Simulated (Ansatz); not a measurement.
# Chalcopyrite alloy of AgGaS2 and AgInS2 (2 of 16 Ga sites exchanged), 64 atoms

Ansatz, PAW, plane waves. PBEsol relaxation of cell lengths and atoms (angles held) at the single k point (¼, ¼, ¼) without its symmetry partners; single points on the relaxed atoms at the single k point (¼, ¼, ¼) without its symmetry partners, onto which points of the small cell's zone fold. Arrangement: random. No spin–orbit coupling unless named.

Relaxed structure:

```cif
data_structure
_symmetry_space_group_name_H-M 'P 1'
_symmetry_Int_Tables_number 1
_cell_length_a 11.3351
_cell_length_b 11.3449
_cell_length_c 10.6000
_cell_angle_alpha 90.000
_cell_angle_beta 90.000
_cell_angle_gamma 90.000
_cell_volume 1363.11
loop_
_atom_site_label
_atom_site_type_symbol
_atom_site_fract_x
_atom_site_fract_y
_atom_site_fract_z
_atom_site_occupancy
Ag1 Ag 0.99459 0.00513 0.00960 1
Ag2 Ag 0.00329 0.49566 0.00496 1
Ag3 Ag 0.50269 0.00220 0.99763 1
Ag4 Ag 0.50353 0.50028 0.00219 1
Ag5 Ag 0.00178 0.25063 0.24331 1
Ag6 Ag 0.99909 0.75457 0.25679 1
Ag7 Ag 0.50054 0.25043 0.25039 1
Ag8 Ag 0.50400 0.74635 0.26435 1
Ag9 Ag 0.25740 0.00427 0.74435 1
Ag10 Ag 0.24730 0.49544 0.74794 1
Ag11 Ag 0.74949 0.00161 0.75589 1
Ag12 Ag 0.74881 0.49987 0.75090 1
Ag13 Ag 0.25028 0.25101 0.50997 1
Ag14 Ag 0.25379 0.75474 0.49603 1
Ag15 Ag 0.75234 0.25067 0.50331 1
Ag16 Ag 0.74991 0.74614 0.49007 1
Ga1 Ga 0.99627 0.00511 0.49460 1
Ga2 Ga 0.00126 0.49451 0.49559 1
Ga3 Ga 0.50105 0.00275 0.50041 1
Ga4 Ga 0.50129 0.49770 0.49877 1
Ga5 Ga 0.25387 0.00466 0.25431 1
Ga6 Ga 0.24915 0.49412 0.25227 1
Ga7 Ga 0.74908 0.00227 0.24811 1
Ga8 Ga 0.74885 0.49730 0.24937 1
Ga9 Ga 0.25136 0.24980 0.99887 1
Ga10 Ga 0.74834 0.25012 0.99870 1
Ga11 Ga 0.74628 0.74787 0.00315 1
Ga12 Ga 0.99900 0.24931 0.74961 1
Ga13 Ga 0.50177 0.24962 0.74952 1
Ga14 Ga 0.50416 0.74693 0.74483 1
S1 S 0.14455 0.12433 0.12461 1
S2 S 0.13493 0.61882 0.13573 1
S3 S 0.63986 0.12580 0.12342 1
S4 S 0.63796 0.62429 0.12957 1
S5 S 0.10576 0.12360 0.62471 1
S6 S 0.11546 0.61809 0.61252 1
S7 S 0.61039 0.12484 0.62585 1
S8 S 0.61261 0.62301 0.61933 1
S9 S 0.35956 0.37438 0.12325 1
S10 S 0.37211 0.88265 0.13931 1
S11 S 0.85623 0.37306 0.12368 1
S12 S 0.85618 0.87320 0.12652 1
S13 S 0.37514 0.11410 0.38001 1
S14 S 0.37325 0.60398 0.37607 1
S15 S 0.87352 0.11389 0.36892 1
S16 S 0.87578 0.60395 0.37200 1
S17 S 0.12537 0.38257 0.37467 1
S18 S 0.12518 0.89517 0.37521 1
S19 S 0.62535 0.38813 0.37488 1
S20 S 0.62564 0.89555 0.37547 1
S21 S 0.12406 0.35707 0.87471 1
S22 S 0.12478 0.87649 0.87542 1
S23 S 0.62416 0.35855 0.87430 1
S24 S 0.62410 0.85633 0.87416 1
S25 S 0.39382 0.37426 0.62572 1
S26 S 0.39400 0.87394 0.62280 1
S27 S 0.89107 0.37564 0.62597 1
S28 S 0.87865 0.88332 0.61124 1
S29 S 0.37627 0.14161 0.87386 1
S30 S 0.38138 0.63231 0.86412 1
S31 S 0.87400 0.14158 0.87584 1
S32 S 0.86911 0.63322 0.88470 1
In1 In 0.25513 0.75216 0.00365 1
In2 In 0.99705 0.75190 0.74537 1
```

(1) What are the mean bond lengths by pair (pairs within 1.2 times the sum of covalent radii, less contacts 15 % beyond the pair's median; cation–cation pairs of compounds aside; long ionic contacts are cut short by that bound)?

(2) What gap lies between the top filled and the lowest empty level in the single points?

Answers

(1) Ag–S 2.503 ± 0.016 Å (standard deviation, 64 bonds); Ga–S 2.292 ± 0.007 Å (standard deviation, 56 bonds); In–S 2.461 ± 0.008 Å (standard deviation, 8 bonds).

(2) HSE06 2.98 eV (45 s on NVIDIA GB300). Away from Γ this isn't the crystal's band gap.
